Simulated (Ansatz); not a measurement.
A crystal relaxed with r2SCAN+rVV10 in the plane-wave code Ansatz has space group P-3m1 (No. 164) and a = 4.266 Å, c = 24.224 Å.

| atom | site | x | y | z |
| --- | --- | --- | --- | --- |
| Ge | 1b | 0.0000 | 0.0000 | 0.5000 |
| Sb | 2d | 0.6667 | 0.3333 | 0.9182 |
| Sb | 2d | 0.3333 | 0.6667 | 0.3480 |
| Xx | 2d | 0.3333 | 0.6667 | 0.8478 |
| Xx | 2c | 0.0000 | 0.0000 | 0.7219 |
| Xx | 2d | 0.6667 | 0.3333 | 0.4309 |
| Xx | 1a | 0.0000 | 0.0000 | 0.0000 |

The r2SCAN gap is direct at A: 0.41 eV. HSE06 gives a direct gap of 0.60 eV at A. With PBE the gap is 0.32 eV and direct, at A. Meshes: r2SCAN 12×12×2, HSE06 6×6×1, PBE 12×12×2.

Task: Which element is Xx?
A. Se
B. Te
C. O
D. S

Result: B. Xx is Te: GeSb4Te7 (P-3m1) from a database of computed structures. Ge is surrounded by 6 Te at 2.98 Å; Sb is surrounded by 6 Te at 3.00–3.16 Å; Sb is surrounded by 6 Te at 2.99–3.18 Å; Te is surrounded by 3 Sb at 3.00 Å; Te is surrounded by 3 Sb at 2.99 Å; Te is surrounded by 3 Ge at 2.98 Å and 3 Sb at 3.18 Å; Te is surrounded by 6 Sb at 3.16 Å.

The values are computed, spin-unpolarised, and not measurements.

Spin-orbit coupling is left out, which matters wherever the heavy atoms make up the band edges.

The meshes of the hybrids are coarse, so their gaps aren't converged to the digits shown.
